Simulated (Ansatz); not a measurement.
Space group I4/mmm (No. 139). a = 4.301 Å, b = 4.301 Å, c = 10.141 Å, α = 90.00°, β = 90.00°, γ = 90.00°
| atom | site | symmetry | x | y | z |
| --- | --- | --- | --- | --- | --- |
| Ca | 2a | 4/mmm | 0.0000 | 0.0000 | 0.0000 |
| Ge | 4e | 4mm | 0.0000 | 0.0000 | 0.3761 |
| Pd | 4d | -4m2 | 0.0000 | 0.5000 | 0.2500 |

Equation of state of this CaGe₂Pd₂ structure (not necessarily the ground state), with shape and atoms relaxed at each volume where symmetry leaves them free. It has no gap at any of these volumes. Method: Ansatz, DFT r2SCAN, scalar-relativistic, plane waves, PAW.

Settings: cutoff 500 eV, Γ-centred mesh 12×12×12 on the computed 5-atom cell, Gaussian smearing of 0.10 eV; no spin polarisation.

```csv
V (Å³/atom),E − E(largest V) (meV/atom),P (GPa)
17.067,8.34,11.16
17.630,-22.96,6.82
18.192,-40.32,3.13
18.755,-45.75,0.00
19.318,-41.11,-2.62
19.880,-28.04,-4.80
20.631,0.00,-7.10
```

Question: Fit a third-order Birch–Murnaghan equation to E(V).

Answer: V0 = 18.76 Å³/atom, B0 = 94 GPa, B0' = 4.8.

Cost: 7 runs of about 72 core-minutes in all, on AMD EPYC (Zen 3) (shared hosts).